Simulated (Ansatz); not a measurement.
**What is wrong with this input? (As₂Se)**

Someone meant to compute As₂Se with PBEsol, plane waves and PAW in Ansatz and wrote this input.

```yaml
crystal:
  lattice:
    - [-3.529418, 3.529418, 2.653571]
    - [3.529418, -3.529418, 2.653571]
    - [3.529418, 3.529418, -2.653571]
  atoms:
    - { symbol: As, position: [0.854796969, 0.1115193941, 0.7198099559] }
    - { symbol: As, position: [0.3359930755, 0.0817708417, 0.236390121] }
    - { symbol: As, position: [0.9083931367, 0.6528921905, 0.7608447094] }
    - { symbol: As, position: [0.8551166252, 0.1172837318, 0.269851422] }
    - { symbol: Se, position: [0.5001725364, 0.4903716732, 0.0285735723] }
    - { symbol: Se, position: [0.2827979745, 0.7678689823, 0.5319911299] }
basis:
  ecutwfc: 420
kpoints:
  mp_grid: { grid: [6, 6, 6] }
hamiltonian:
  xc: pbesol
scf:
  occupations: { method: gaussian, width: 0.1 }
output:
  forces: true
  stress: true
  eigenvalues: true
relax:
  adjacent_minimum: "off"
  f_tol: 0.005
  max_steps: 3
  cell: { stress_tol: 0.05 }
```

Command:

```bash
ansatz run input.yaml --threads 1 --pin off --max-ram 2560MiB --backend cpu --events-out ev --progress --plain --runs-dir out
```

From the log (HF is the Harris–Foulkes energy, dr2 the density residual in eV):

```text
PAW frozen core: Se, regenerated for the run's functional, and the local potential with it (the file was generated under x = pbe(κ = 0.804, μ = 0.2195), c = pbe(β = 0.0667))
Initial density: superposition of atomic densities, corrected by the library's trained network
SCF iter   1: HF=-30100.015773 eV  Δρ=3.04e-3  dr2=1.67e-2
SCF iter   2: HF=-30100.011110 eV  Δρ=1.78e-3  dr2=5.69e-3
SCF iter   3: HF=-30100.009968 eV  Δρ=4.69e-4  dr2=5.28e-4
SCF iter   4: HF=-30100.009857 eV  Δρ=1.95e-4  dr2=8.83e-5
   ...
SCF 1 converged in 8 iterations: F = -30100.009832 eV  dr2 = 2.39e-8
relax step   1: F+E_penalty+E_count = -30100.00983167 eV  Δ(F+E_penalty+E_count) = +0.000e0 eV  max|allowed force component| = 9.767e-1 eV/Å  Δτ_max = 0.0000 Å  P = -1.094 GPa  Ω = 132.220 Å³  (8 SCF iters, dr2 threshold 1.00e-7 eV, accepted)
Crystal: 6 atoms, lattice volume = 126.737 Å³
Basis set: ecut = 420 eV, 2493 PW (Γ), exchange–correlation on 80×80×80 points (8 copies of the dense FFT grid, shifted against one another)
Initial density: handed on by an earlier stage of this run
SCF 2 converged in 8 iterations: F = -30100.217567 eV  dr2 = 1.47e-7
relax step   2: F+E_penalty+E_count = -30100.21756669 eV  Δ(F+E_penalty+E_count) = -2.077e-1 eV  max|allowed force component| = 4.390e-1 eV/Å  Δτ_max = 0.1970 Å  P = +1.559 GPa  Ω = 126.737 Å³  energy of the carried Pulay correction = +7.402e-4 eV  (8 SCF iters, dr2 threshold 6.00e-7 eV, accepted)
Crystal: 6 atoms, lattice volume = 131.894 Å³
Basis set: ecut = 420 eV, 2575 PW (Γ), exchange–correlation on 80×80×80 points (8 copies of the dense FFT grid, shifted against one another)
SCF iter   9: HF=-30100.307536 eV  Δρ=1.07e-6  dr2=1.93e-9
SCF iter  10: HF=-30100.307536 eV  Δρ=3.98e-7  dr2=2.33e-10
SCF iter  11: F=-30100.307536 eV  HF=-30100.307536 eV  Δρ=1.60e-7  dr2=3.33e-11
SCF 3 converged in 11 iterations: F = -30100.307536 eV  dr2 = 3.33e-11
relax step   3: F+E_penalty+E_count = -30100.30753609 eV  Δ(F+E_penalty+E_count) = -8.997e-2 eV  max|allowed force component| = 2.446e-1 eV/Å  Δτ_max = 0.2000 Å  P = -0.228 GPa  Ω = 131.894 Å³  energy of the carried Pulay correction = +4.314e-5 eV  (11 SCF iters, accepted)
Step failed. What follows is not a result of the run: it is the report of the last solve that finished, which converged after 11 SCF iterations.
Free energy (F): -30100.307536 eV
E sigma→0 (E₀):  -30100.306085 eV
Entropy (-TS):   -0.002903 eV (-0.484 meV/atom)
Fermi energy:    9.978293 eV
--- Forces (eV/Å), atoms counted from 1 ---
  atom   1  As     0.06886731     0.13576057     0.04809751
  atom   2  As     0.04809164    -0.24464864     0.01844851
  atom   3  As     0.12306431    -0.01042766     0.02633464
  atom   4  As    -0.07967186    -0.01356476    -0.14124317
  atom   5  Se    -0.16668099     0.01336879     0.11752539
  atom   6  Se     0.00633005     0.11951093    -0.06916324
--- Stress (GPa, compression-positive) ---
        0.048516       1.072477       1.000316
        1.072477      -0.924268       0.035434
        1.000316       0.035434       0.128494
  P = ⅓ Tr σ = -0.2491 GPa (-2.491 kbar)
```

Task: Name the fault and the cure.

Result: The fault is a relaxation cut at too few steps. Forces or stress still stood over their tolerances at the last step allowed. The cure is more steps.

Mended input, as a difference:

```diff
 relax:
-  max_steps: 3
+  max_steps: 100
```

Result of the mended run: a pressure of 0.00 GPa, a largest force of 0.002 eV/Å, no gap.

The mended run took 16 min on 1 thread of Intel(R) Xeon(R) Processor @ 2.70GHz, with other jobs on the host, peak memory 0.84 GiB.